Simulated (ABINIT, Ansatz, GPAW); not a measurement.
# SnTe3 and the functional, program beside program

Symmetry: Fm-3m, No. 225, cubic system. Conventional cell: a = 7.722 Å, b = 7.722 Å, c = 7.722 Å, α = 90.00°, β = 90.00°, γ = 90.00°. Around Te (site symmetry m-3m) lie 8 Te at 3.34 Å. Te (site symmetry -43m) is surrounded by 4 Te at 3.34 Å and 4 Sn at 3.34 Å. Sn (site symmetry m-3m) is surrounded by 8 Te at 3.34 Å.

The cell comes from a database or a generator and needn't be the stable form of this composition.

Kept alike: task band structure; k mesh 6 × 6 × 6; occupations fermi-dirac, width 0.05 eV; no spin polarisation. The mesh is that of the run's cell of 4 atoms. No spin-orbit coupling.

- A: ABINIT; JTH PAW LDA v2.0 (LDA); JTH PAW PBE v2.0 (PBE); PseudoDojo NC SR PBEsol v0.4.1 standard (PBEsol), cutoff 599 to 1088 eV
- B: GPAW; the program's PAW data sets (release 1.2.1) made for this functional (LDA); GPAW PAW data sets (gpaw-data 1.2.1) (PBE); PAW data sets generated for this functional (PBEsol), cutoff 600 eV
- C: Ansatz, all-electron LAPW, scalar-relativistic

| functional | A: pressure (GPa) | B: pressure (GPa) | C: pressure (GPa) |
| --- | --- | --- | --- |
| LDA | -3.76 | -4.19 | -3.76 |
| PBE | 0.18 | -0.26 | 0.15 |
| PBEsol | -2.67 | -3.21 | -2.79 |

Pressure is positive in compression; plane-wave values hold the error of the finite cutoff. For a metal such a mesh leaves the last digits unconverged.

Task: How large is the effect of the functional, and do the programs agree on it?

Result: From LDA to PBE the pressure moves by +3.94 in A, +3.93 in B, +3.91 in C (GPa). Row by row the programs differ by 0.43 to 0.54, and over this span the shifts, as printed, agree within about 1 %. Shifts from LDA: PBE +3.94, +3.93, +3.91; PBEsol +1.09, +0.98, +0.97; the programs' shifts differ by up to 0.12.
